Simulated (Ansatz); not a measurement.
## SnSe (Fm-3m), a vibration from a frozen displacement

Level of theory: DFT r2SCAN, scalar-relativistic, plane waves, PAW in Ansatz. Cutoff 500 eV, Γ-centred 10×10×10 k-points, Gaussian smearing of 0.05 eV. No spin polarisation. Energies are free energies at this smearing, counted from the undisturbed cell; pressure is positive in compression.

Zero of the scan (as given, not relaxed at this level; it stands at 0.0 GPa; this rock-salt form isn't the usual structure):

```yaml
crystal:
  lattice:
    - [0.00000, 3.01000, 3.01000]
    - [3.01000, 0.00000, 3.01000]
    - [3.01000, 3.01000, 0.00000]
  atoms:
    - { symbol: Sn, position: [0.00000, 0.00000, 0.00000] }
    - { symbol: Se, position: [0.50000, 0.50000, 0.50000] }
```

Every Se atom is moved by x along the Cartesian unit vector (0.000, 0.000, -1.000); the cell and all other atoms stay fixed. The cell's volume is 54.54 Å³; the moved atoms weigh 78.971 u together and the others 118.710 u. Some rows repeat others by symmetry and weren't run.

```csv
x (Å),ΔE (meV/cell),total force on the moved atoms along the move (eV/Å),pressure (GPa)
-0.3000,12.35,0.2766,1.4280
-0.2625,4.14,0.1659,1.0727
-0.2250,-0.44,0.0834,0.7724
-0.1875,-2.42,0.0263,0.5231
-0.1500,-2.69,-0.0084,0.3220
-0.1125,-2.03,-0.0241,0.1670
-0.0750,-1.07,-0.0248,0.0567
-0.0375,-0.29,-0.0151,-0.0093
0.0000,0.00,0.0000,-0.0313
0.0375,-0.29,0.0151,-0.0093
0.0750,-1.07,0.0248,0.0567
0.1125,-2.03,0.0241,0.1670
0.1500,-2.69,0.0084,0.3220
0.1875,-2.42,-0.0263,0.5231
0.2250,-0.44,-0.0834,0.7724
0.2625,4.14,-0.1659,1.0727
0.3000,12.35,-0.2766,1.4280
```

What frequency belongs to this motion?

The force constant is k = −dF/dx = -0.403 eV/Å², from the parabola through x = -0.0375, 0 and 0.0375. In every cell the moved atoms swing against the rest, so the mass is μ = m₁m₂/(m₁ + m₂) = 47.423 u, and ν̃ = 521.5 cm⁻¹ × √(|k|/μ) = 48i cm⁻¹. To first order in x, and within 1 %, the force on every atom lies along the move and, within each of the two groups, in proportion to the atom's mass, so this is itself a mode at the zone centre of this cell, taken without macroscopic field (the transverse frequency in a polar insulator).

Where does the displacement stop?

The energy turns up again: a parabola through the lowest point and its two neighbours puts the minimum at x ≈ -0.16 Å, 3 meV a cell below the start. A quartic well E = kx²/2 + bx⁴ through that position would be −kx₀²/4 = 3 meV deep. For scale, k_BT is 26 meV at 300 K, but cells are coupled, so the depth doesn't fix a transition temperature; relaxing the other atoms and the cell can only lower the minimum further below this start.